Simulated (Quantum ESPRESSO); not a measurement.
# Planted mistakes on one cell of Si3F4O4

The results below are calculated, not measured. They come from pw.x of Quantum ESPRESSO 7.5, a plane-wave density functional program, with PseudoDojo standard norm-conserving files (v0.5 for PBE, v0.4.1 for LDA and PBEsol). The cells are made up: elements, strain and atom displacements were drawn at random, and nothing was relaxed. There is no spin polarisation, spin-orbit coupling or dispersion term.

The cell has 12 sites of a rutile lattice (two cells along c). Sites 1 to 4 hold Si Si empty Si; sites 5 to 12 hold F O F O F O F O. Cell vectors in Å: (4.209, -0.032, -0.051); (-0.032, 4.173, -0.045); (-0.065, -0.057, 5.377). Settings: PBE, cutoff 1143 eV, 5 x 5 x 4 k mesh shifted by half a step, Fermi-Dirac smearing of 0.025 eV.

The intended run has a self-consistency threshold of 1e-07 eV, a smearing term of 0.000 eV, a pressure of 5.83 GPa and 12 iterations. Each further run changes one thing: all lengths scaled by 1.0056; atoms of sites 6 and 11 exchanged; cutoff 651 eV; files of PBEsol; k mesh 2 x 2 x 2; one electron removed; smearing 0.39 eV; threshold 0.8 eV. A coarse mesh keeps the shift, and a charged cell sits in a uniform background.

| run | change of free energy (eV) | smearing term -TS (eV) | change of P (GPa) | largest change of a force component (eV/Å) | iterations |
| --- | --- | --- | --- | --- | --- |
| A | 0.169 | 0.000 | 0.66 | 0.448 | 4 |
| B | 2.178 | 0.000 | 3.52 | 5.499 | 12 |
| C | -0.027 | -0.128 | 0.53 | 0.093 | 11 |
| D | 9.698 | 0.000 | -76.38 | 0.095 | 12 |
| E | -0.035 | 0.000 | 0.01 | 0.021 | 12 |
| F | -0.040 | 0.000 | -3.68 | 0.134 | 12 |
| G | 14.728 | 0.000 | -6.42 | 0.108 | 12 |
| H | -8.446 | -0.014 | -25.87 | 2.331 | 14 |

A rerun of the intended cell at 1437 eV and k mesh 7 x 7 x 6 moved values by no more than 0.003 eV in the cell's energy, 0.03 GPa in stress and 0.002 eV/Å in force.

Question: which change belongs to which run?

## Worked reading

Run A has the fewest iterations, as a run stopped early does. Run C has the largest smearing term, as wide smearing gives. Run D has a higher energy and the largest fall in pressure, as too small a basis gives. Run F changes the volume by a factor of 1.0169; minus its pressure change over the logarithm of that factor, 220 GPa, is a rough bulk modulus with clamped atoms. Energies from files of another functional, or of a charged cell, have another zero and say nothing on stability; the pressure of a charged cell rests on the program's zero of potential too.

## Key

```
run                             change
  A                   threshold 0.8 eV
  B  atoms of sites 6 and 11 exchanged
  C                   smearing 0.39 eV
  D                      cutoff 651 eV
  E                   k mesh 2 x 2 x 2
  F       all lengths scaled by 1.0056
  G                    files of PBEsol
  H               one electron removed
```